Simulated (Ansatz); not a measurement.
**S (Fm-3m), clamped-ion strain scan**

Level of theory: DFT LDA, scalar-relativistic, plane waves, PAW (Ansatz). Settings: plane waves to 420 eV, k-mesh 20×20×20 (Γ-centred), Gaussian smearing 0.15 eV. No spin polarisation. Energies are free energies at this smearing, counted from the undisturbed cell; pressure is positive in compression.

The undisturbed cell (as given, not relaxed at this level; it stands at -6.5 GPa; this fcc form isn't the usual structure):

```
CELL_PARAMETERS angstrom
0.00000 1.99435 1.99435
1.99435 0.00000 1.99435
1.99435 1.99435 0.00000
ATOMIC_POSITIONS crystal
S 0.00000 0.00000 0.00000
```

The cell is strained by ε times the Voigt pattern (0, 1, 0, 0, 0, 0) (xx, yy, zz, yz, xz, xy; engineering shear) with fractional coordinates fixed. The cell is metallic on the mesh throughout.

| ε | ΔE (meV/atom) | stress summed along the pattern (GPa, tension positive) | pressure (GPa) |
| --- | --- | --- | --- |
| -0.0200 | -12.6 | 6.10 | -5.0 |
| -0.0100 | -6.4 | 6.35 | -5.8 |
| 0.0000 | 0.0 | 6.54 | -6.5 |
| 0.0150 | ? | ? | -7.6 |

Give the withheld values.

ΔE (meV/atom) at ε = 0.0150: 9.9; stress summed along the pattern (GPa, tension positive) at ε = 0.0150: 6.72.